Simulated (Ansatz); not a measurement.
# What DFT gives for GaAs

```
Ga As
1.0
     0.00000    2.80733    2.80733
     2.80733    0.00000    2.80733
     2.80733    2.80733    0.00000
Ga As
1 1
Direct
  0.00000 0.00000 0.00000
  0.25000 0.25000 0.25000
```

Level: PBE, no spin polarisation; 420 eV; 8×8×8 Γ-centred mesh; fermi-dirac occupations (width 0.1 eV); Ansatz 0.2.0, fixed geometry.

- Formation energy: -0.33 eV an atom against the elements' usual phases (free molecules for gases, crystals otherwise, with no correction for O₂ or N₂), so it is bound against them; other compounds may still compete. Relaxing would lower it.
- Contacts: Ga–As at 2.43 Å: least valence density 0.49 e/Å³ and ELF 0.57 there. These are pseudo-fields; inside the PAW spheres they differ from the all-electron ones.
- Stress: The pressure is 4.9 GPa (compression positive), so with the atoms held at these fractions the cell would first expand.
- Electronic structure: The gap is 0.67 eV, direct at the points sampled.

Origin: a database entry at a rescaled volume.
